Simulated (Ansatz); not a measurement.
Hf (hcp, Mg type)

```yaml
crystal:
  lattice:
    - [3.20421, 0.00000, 0.00000]
    - [-1.60210, 2.77493, 0.00000]
    - [0.00000, 0.00000, 5.06906]
  atoms:
    - { symbol: Hf, position: [0.33333, 0.66667, 0.75000] }
    - { symbol: Hf, position: [0.66667, 0.33333, 0.25000] }
```

The slice is a (-1 1 0 2) plane (indices of the conventional cell) through the point (0.667, 0.333, 0.250) (fractional), spanned by u = [110] and v = [1 -1 1] in vectors of this cell: u (3.20 Å) and v (7.52 Å, at 90° to u). It covers one period; positions are fractions (u, v).

Computed with PBE (plane waves to 420 eV, PAW, scalar-relativistic; Ansatz, a quantum-chemistry and plane-wave program). k mesh 17×17×9. Inside the PAW spheres the values are not all-electron values, and peaks at nuclei hang on which shells count as valence. Hf is run without spin polarisation. Hf was relaxed with its symmetry unable to fall. Spin-orbit coupling is left out, though Hf is heavy.

### Question
What is the valence density on the shortest Hf–Hf line in this plane (3.20 Å), at its midpoint?

### Answer
0.19 e/Å³.

### Question
What is the ELF at the midpoint of the shortest Hf–Hf line in this plane (3.20 Å)?

### Answer
0.29.

### Question
Sketch the electron localisation function (ELF) on this plane as a map.

### Answer
```
|xx950010059x|
|997200200279|
|552002420025|
|000025652000|
|001356765310|
|223467776432|
|112356765321|
|000125652100|
|431013531013|
|763003530036|
|985103530158|
|985114641158|
|763016861036|
|321037873012|
|000147774100|
|001345554310|
|333322222333|
|654210001245|
|764200000246|
|774200000247|
|765321112356|
|444443334444|
|001356665310|
|000047774000|
|652015751025|
|997203530279|
|xx950131059x|
|xx961020169x|
```
Scale: ten equal steps from 0.12 (start of '0') to 0.83 (end of '9'), in the order '0123456789'. Values: electron localisation function (ELF). The map has 12 points along u (one character each, u = 0 at the left) and 28 along v (v = 0 in the bottom row). Points within 0.5 Å of a nucleus are blanked (x), as the pseudised field means little there.
